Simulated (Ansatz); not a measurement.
The relaxed structure here is a generated cell of TiTe2: the first start was made by placing the elements on the sites of a structure type, and the end was not matched to a known phase here, so it may be hypothetical. Known forms of TiTe2 include space group No. 164.

One stationary structure of TiTe2. Space group P4₂/nmc (No. 137). Method: PBEsol (plane waves to 420 eV, PAW, scalar-relativistic; Ansatz, a first-principles code).

```cif
data_Te4Ti2
_chemical_formula_sum 'Ti2 Te4'
_space_group_name_H-M_alt 'P42/nmc :1'
_space_group_IT_number 137
_space_group_name_Hall 'P 4n 2n -1n'
_cell_length_a 4.78000
_cell_length_b 4.78000
_cell_length_c 6.89218
_cell_angle_alpha 90.000
_cell_angle_beta 90.000
_cell_angle_gamma 90.000
loop_
_space_group_symop_operation_xyz
  'x, y, z'
  '-y+1/2, x+1/2, z+1/2'
  '-x, -y, z'
  'y+1/2, -x+1/2, z+1/2'
  'x+1/2, -y+1/2, -z+1/2'
  '-y, -x, -z'
  '-x+1/2, y+1/2, -z+1/2'
  'y, x, -z'
  '-x+1/2, -y+1/2, -z+1/2'
  'y, -x, -z'
  'x+1/2, y+1/2, -z+1/2'
  '-y, x, -z'
  '-x, y, z'
  'y+1/2, x+1/2, z+1/2'
  'x, -y, z'
  '-y+1/2, -x+1/2, z+1/2'
loop_
_atom_site_label
_atom_site_type_symbol
_atom_site_symmetry_multiplicity
_atom_site_Wyckoff_symbol
_atom_site_fract_x
_atom_site_fract_y
_atom_site_fract_z
_atom_site_occupancy
Ti1 Ti 2 a 0.00000 0.00000 0.00000 1
Te1 Te 4 d 0.00000 0.50000 0.20501 1
```

Question: Predict the band gap from PBEsol.

Answer: No gap on the sampled points, where the bands overlap only slightly; such a result is sensitive to mesh and level.

No spin polarisation in the result. Spin-orbit coupling is missing; with elements this heavy it can move band edges by tenths of an eV or more.

The run could not lose the symmetry of its start: the end is stationary, and may be a saddle point rather than a minimum.

It was reached from a disturbed copy of a Fm-3m (No. 225) cell (AFLOW prototype AB2_cF12_225_a_c (C1, as in CaF2)), against which it lies -0.03 eV/atom.
